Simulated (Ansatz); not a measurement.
# Nd3BeCl: start and end of a relaxation

A trial structure of Nd3BeCl was built thus: random cell by space group and Wyckoff sites (P4mm, No. 99). The dimensions are guesses.

start.cif

```cif
data_structure
_symmetry_space_group_name_H-M 'P4mm'
_symmetry_Int_Tables_number 99
_cell_length_a 4.4787
_cell_length_b 4.4787
_cell_length_c 5.8200
_cell_angle_alpha 90.000
_cell_angle_beta 90.000
_cell_angle_gamma 90.000
_cell_volume 116.74
loop_
_atom_site_label
_atom_site_type_symbol
_atom_site_symmetry_multiplicity
_atom_site_Wyckoff_symbol
_atom_site_fract_x
_atom_site_fract_y
_atom_site_fract_z
_atom_site_occupancy
Nd1 Nd 2 c 0.50000 0.00000 0.18745 1
Nd2 Nd 1 b 0.50000 0.50000 0.89535 1
Be1 Be 1 b 0.50000 0.50000 0.26741 1
Cl1 Cl 1 a 0.00000 0.00000 0.51386 1
```

Level of theory: DFT PBE, scalar-relativistic, plane waves, PAW, and for the lanthanide a 4f-in-core norm-conserving potential, in Ansatz 0.2.0. Cutoff 660 eV, Gaussian smearing, Γ-centred meshes. Cell and atoms relax first on a coarse mesh and then on a finer one. In between, the cell is made exact in the group found at 0.06 Å. In metals the finer mesh still leaves noise of several meV/atom or more. The steps can't lower the symmetry of their start. No spin polarisation.

end.cif

```cif
data_structure
_symmetry_space_group_name_H-M 'P4/mmm'
_symmetry_Int_Tables_number 123
_cell_length_a 5.6529
_cell_length_b 5.6529
_cell_length_c 5.5212
_cell_angle_alpha 90.000
_cell_angle_beta 90.000
_cell_angle_gamma 90.000
_cell_volume 176.43
loop_
_atom_site_label
_atom_site_type_symbol
_atom_site_symmetry_multiplicity
_atom_site_Wyckoff_symbol
_atom_site_fract_x
_atom_site_fract_y
_atom_site_fract_z
_atom_site_occupancy
Nd1 Nd 2 f 0.50000 0.00000 0.00000 1
Nd2 Nd 1 d 0.50000 0.50000 0.50000 1
Be1 Be 1 c 0.50000 0.50000 0.00000 1
Cl1 Cl 1 a 0.00000 0.00000 0.00000 1
```

The symmetry goes from P4mm (No. 99) to P4/mmm (No. 123). The volume per atom grows by 51.1 %, from 23.3 to 35.3 Å³. The shortest distance goes from 2.17 Å (Nd–Be) to 2.76 Å (Nd–Be). The energy falls by about 1.5 eV/atom (the start's value is from the coarse mesh). The end is written in a standard setting, so origin, axes and order of atoms can differ from the start's.

| Quantity | Value |
| --- | --- |
| Volume per atom | 35.29 Å³ |
| Density | 4.49 g/cm³ |
| Energy over the elements | −0.20 eV/atom |
| Gap on the 8×8×8 mesh of the 5-atom cell | 0 eV (a metal) |

The zero of energy is the elements' standard structures at the same level (Cl₂ as a molecule); no fitted shifts are applied. It lies below the elements, which doesn't yet make it stable against other compounds or structures.

The last run used Gaussian smearing of 0.10 eV. A structure relaxed within its symmetry needn't be a true minimum. In all, the 3 runs took 13 min on 1 thread of Intel(R) Xeon(R) Processor @ 2.50GHz (Skylake/Cascade Lake), with other jobs on the host.

The lanthanide is trivalent by construction, without f bands, f moments or other valences. The reference runs of the other elements, and any phases without the lanthanide, used 420 eV, which shifts energies against them by under 10 meV/atom. The lanthanide's reference is the lowest of its hcp, dhcp and fcc cells.
